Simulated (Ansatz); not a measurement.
**TiB$_{2}$: from a starting cell to a relaxed one**

The start is a generated cell, TiB2 placed in the AFLOW prototype A2B_tI12_141_e_a (C5, as in TiO2). The cell and all atomic positions are relaxed at zero pressure with PBE (plane waves to 420 eV, PAW, scalar-relativistic; Ansatz, a program for electronic structure). First-step values are on the input's coarse k-mesh.

Ansatz input (later rounds restart from its end on a renewed k-mesh):
Ansatz 0.2 input:
```yaml
crystal:
  lattice:
    - [-1.774954, 1.774954, 4.4615357]
    - [1.774954, -1.774954, 4.4615357]
    - [1.774954, 1.774954, -4.4615357]
  atoms:
    - { symbol: B, position: [0.33306, 0.33306, 0] }
    - { symbol: B, position: [0.41694, 0.91694, 0.5] }
    - { symbol: B, position: [0.66694, 0.66694, 0] }
    - { symbol: B, position: [0.08306, 0.58306, 0.5] }
    - { symbol: Ti, position: [0.75, 0.25, 0.5] }
    - { symbol: Ti, position: [0, 0, 0] }
basis: { ecutwfc: 420, ecutrho_ratio: 4, xc_grid: 2, fft_grid_basis: typed }
kpoints: { mp_grid: { grid: [9, 9, 9] } }
hamiltonian:
  xc: pbe
  dispersion: none
  pseudopotentials: { azcp: { folder: ./paw }, kind: paw }
scf: { occupations: { method: fermi_dirac, width: 0.05 } }
relax: { f_tol: 0.01, max_steps: 100, cell: { stress_tol: 0.02 } }
output: { forces: true, stress: true }
```

- Initial pressure: +42 GPa (positive: the cell is compressed)
- Largest initial force: about 5.7 eV/Å, on B1, B2, B3, B4 (atoms numbered as listed)
- Energy released: 2.32 eV/atom
- Shortest distances (start → end): The closest pairs of elements (up to four, under 3.6 Å), start → end: B–B 1.93 → 1.75 Å; B–Ti 1.92 → 2.35 Å; Ti–Ti 2.85 → 3.06 Å
- Band gap at the end: no gap (metallic)
- Optimiser moves: 17

Final values are on a 20×20×20 k-mesh of the relaxed cell. No spin polarisation in the result.

The run could not lose the symmetry of its start; a randomly shaken copy of 12 atoms returns to this structure.

The relaxed structure here is a generated cell of TiB2: the first start was made by placing the elements on the sites of a structure type, and the end was not matched to a known phase here, so it may be hypothetical. Known forms of TiB2 include space group No. 191.
